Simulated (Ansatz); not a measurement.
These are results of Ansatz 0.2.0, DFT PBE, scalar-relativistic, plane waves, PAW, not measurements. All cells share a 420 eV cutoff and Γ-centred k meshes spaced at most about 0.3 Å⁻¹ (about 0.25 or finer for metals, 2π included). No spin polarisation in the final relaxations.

All energies are static (0 K, no zero-point motion).

Compare these two cells of Hf2AlN3, each relaxed at this level.

A. Space group I-4m2 (No. 119), tetragonal, a = 3.368 Å, c = 14.328 Å. Hf is surrounded by 4 N at 2.11–2.13 Å; Al is surrounded by 4 N at 1.97 Å; N on a site of symmetry 2mm is surrounded by 2 Al at 1.97 Å and 2 Hf at 2.13 Å; around N on a site of symmetry -4m2 lie 4 Hf at 2.11 Å.

B. Space group P6_3mc (No. 186), hexagonal, a = 3.363 Å, c = 16.670 Å. Around Hf on its first site lie 3 N at 2.07 Å and 1 N at 2.20 Å; Hf on its second site is surrounded by 4 N at 2.12–2.17 Å; Al is surrounded by 4 N at 1.91–2.00 Å; N on its first site has 1 Al at 1.91 Å and 3 Hf at 2.12 Å; N on its second site has 3 Al at 2.00 Å and 1 Hf at 2.20 Å; 1 more site not described.

Task: Which is lower in energy, and by how much?

Result: A is lower, by 27 meV/atom. A has Hf and Al ordered on zinc blende sites, space group I-4m2 (No. 119), 13.5 Å³/atom and no gap on its mesh; B has Hf and Al ordered on wurtzite sites, space group P6_3mc (No. 186), 13.6 Å³/atom and no gap. Both come from invented guesses. A third cell relaxed alike, in P3m1, lies 45 meV/atom below the lower of the two.

These runs have no spin–orbit coupling, which can matter for Hf. Cells relaxed within their symmetry can be saddle points.
